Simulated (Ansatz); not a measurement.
This Hf₃C₂ structure is the end of a relaxation. The cell was found from a structure generator's guess, not taken from experiment.

These are results of Ansatz 0.2.0, DFT PBE, scalar-relativistic, plane waves, PAW, not measurements. Cutoff 420 eV, Γ-centred mesh, Gaussian smearing, no spin polarisation.

```
Hf C
1.0
     2.88088    1.66327    2.55250
    -2.88088    1.66327    2.55250
     0.00000   -3.32655    2.55250
Hf C
3 2
Direct
  0.50000 0.50000 0.00000
  0.00000 0.50000 0.50000
  0.50000 0.00000 0.50000
  0.09254 0.09254 0.09254
  0.90746 0.90746 0.90746
```

Energies over the elements count from the elements' standard structures at the same level, with no fitted energy shifts.

Question: What space group does it have?

Answer: R-3m (No. 166). Conventional cell: a = 5.762 Å, c = 7.658 Å. Around Hf lie 2 C at 2.48 Å, 8 Hf at 2.88–3.05 Å and 4 C at 2.97 Å; C has 1 C at 1.42 Å, 3 Hf at 2.48 Å and 6 Hf at 2.97 Å.

Question: How far does it lie from the elements in energy?

Answer: +0.41 eV/atom. It can't be a ground state, since the elements alone are lower.

Question: Is it a metal?

Answer: Yes, bands cross the Fermi level on the 12×12×12 mesh.

The last run used a 12×12×12 mesh for its 5-atom cell and Gaussian smearing of 0.10 eV. These runs have no spin–orbit coupling, which can matter for Hf. The reference form of C is held partly by dispersion forces, which this level lacks. Symmetry constrained the relaxation, so the result can be a saddle point. Another cell of Hf3C2 relaxed alike, in P-3m1, lies 1.17 eV/atom lower, so this cell isn't the stable form at this level.
